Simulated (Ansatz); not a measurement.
**Moving the Hubbard U on Cr d in Cr2O3**

The cell as given:

Space group R-3c:H (No. 167). a = 4.957 Å, b = 4.957 Å, c = 13.592 Å, α = 90.00°, β = 90.00°, γ = 120.00°
```json
{"atom": "Cr", "site": "12c", "symmetry": "3.", "x": "0.6667", "y": "0.3333", "z": "0.1808"}
{"atom": "O", "site": "18e", "symmetry": ".2", "x": "0.6391", "y": "0.9725", "z": "0.4167"}
```

Kept alike: task relaxation of cell and atoms; functional PBEsol; k mesh 7 × 7 × 7; occupations fermi-dirac, width 0.05 eV; collinear spin, ferromagnetic start. Program: Ansatz, Ansatz PAW, cutoff 420 eV. The mesh is that of the run's cell of 10 atoms. No spin-orbit coupling.

| Hubbard U on Cr d, U (eV) | volume (Å³/atom) | largest site moment (μB) |
| --- | --- | --- |
| 4 | 9.807 | 2.51 |
| 5 | 9.868 | 2.54 |
| 6 | 9.929 | 2.56 |
| 8 | 10.057 | 2.61 |

The relaxations keep at least the cell's symmetry (R-3c). Relaxations stop with a little pressure left, so the last digits of a volume or edge aren't settled. The measured crystal is an antiferromagnetic insulator; a metallic or parallel state is the runs' own. Ansatz's relaxations hold a Pulay term in the stress (up to 0.9 GPa here). How U acts hangs on the program's projectors. The runs hold the magnetic state that their start led to, which needn't be the lowest. Site moments count inside each atom's sphere or projector. All rows use potentials made for PBE. U is the effective U - J on orthogonalised atomic projectors. Double counting: fully localised limit (the default).

The volume rises from 9.807 to 10.057 Å³/atom between 4 and 8 eV. The largest site moment rises from 2.51 to 2.61 μB between 4 and 8 eV.
